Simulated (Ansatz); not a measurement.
K2HfF6:
```
CELL_PARAMETERS angstrom
      0.00000     4.09824     4.09824
      4.09824     0.00000     4.09824
      4.09824     4.09824     0.00000
ATOMIC_POSITIONS crystal
  K  0.25000 0.25000 0.25000
  K  0.75000 0.75000 0.75000
  Hf 0.00000 0.00000 0.00000
  F  0.75917 0.24083 0.75917
  F  0.24083 0.75917 0.24083
  F  0.75917 0.24083 0.24083
  F  0.24083 0.75917 0.75917
  F  0.75917 0.75917 0.24083
  F  0.24083 0.24083 0.75917
```

x, y and z are the axes in which the lattice vectors are written.

**Question.** Give the high-frequency dielectric tensor and the Born effective charge tensors of the independent atoms from DFPT, DFT-LDA in the program Ansatz with PAW potentials.

**Answer.** 
ε∞:
```
2.18  0.00  0.00
0.00  2.18  0.00
0.00  0.00  2.18
```
Z* of atom 1 (K), rows: field, columns: displacement, in e:
```
1.19  0.00  0.00
0.00  1.19  0.00
0.00  0.00  1.19
```
Z* of atom 3 (Hf), rows: field, columns: displacement, in e:
```
4.05  0.00  0.00
0.00  4.05  0.00
0.00  0.00  4.05
```
Z* of atom 4 (F), rows: field, columns: displacement, in e:
```
-0.82   0.00   0.00
 0.00  -1.58   0.00
 0.00   0.00  -0.82
```

Space group Fm-3m. The workflow started from a Materials Project entry (that database holds measured and hypothetical structures alike); the Crystallography Open Database copy checked does not list it. Its standing as an ambient phase is unchecked. Symmetry was held in the LDA relaxation. At this level the phase is dynamically unstable (imaginary phonons). No spin polarisation was allowed. Spin–orbit coupling is left out wherever it is not named.

Potentials: the later of the program's two PAW sets.
